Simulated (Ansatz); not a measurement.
**Relaxing a structure of Li**

The start is a generated trial cell of Li in the AFLOW prototype A_oF8_70_a. The cell and all atomic positions are relaxed at zero pressure with r2SCAN (plane waves to 500 eV, PAW, scalar-relativistic; Ansatz, a first-principles code). The first steps use a coarse 12×12×12 k-mesh.

Starting cell:
```yaml
crystal:
  lattice:
    - [0.00000, 2.80337, 4.93877]
    - [1.53514, 0.00000, 4.93877]
    - [1.53514, 2.80337, 0.00000]
  atoms:
    - { symbol: Li, position: [0.25000, 0.25000, 0.25000] }
    - { symbol: Li, position: [0.00000, 0.00000, 0.00000] }
```

Q: How much energy is released per atom?

A: Under 0.01 eV/atom.

Q: How does the volume per atom move from start to end?

A: -1.3 %, from 21.25 to 20.98 Å³/atom.

Q: How do the shortest distances between atoms change?

A: The closest pairs of elements (up to four, under 3.6 Å), start → end: Li–Li 2.94 → 2.99 Å.

Q: Give the final cell and atomic positions.

A: 
```cif
data_Li8
_chemical_formula_sum 'Li8'
_space_group_name_H-M_alt 'Fddd :1'
_space_group_IT_number 70
_space_group_name_Hall 'F 2 2 -1d'
_cell_length_a 2.98788
_cell_length_b 5.46023
_cell_length_c 10.28619
_cell_angle_alpha 90.000
_cell_angle_beta 90.000
_cell_angle_gamma 90.000
loop_
_atom_site_label
_atom_site_type_symbol
_atom_site_symmetry_multiplicity
_atom_site_Wyckoff_symbol
_atom_site_fract_x
_atom_site_fract_y
_atom_site_fract_z
_atom_site_occupancy
Li1 Li 8 a 0.00000 0.00000 0.00000 1
```
(The calculation used a cell of 2 atoms; values per cell refer to that cell.)

The space group stays Fddd (No. 70) (the run could not lower it); the end is AFLOW prototype A_oF8_70_a, with 2 atoms in the primitive cell. Final values are on a 18×18×18 k-mesh of the relaxed cell. No spin polarisation in the result.

The run could not lose the symmetry of its start, so the end can be a saddle point.

All atoms sit on sites fixed by symmetry, so only the cell could relax.

The relaxed structure here is a generated cell of Li: the first start was made by placing the elements on the sites of a structure type, and the end was not matched to a known phase here, so it may be hypothetical. Known forms of Li include space group No. 229.
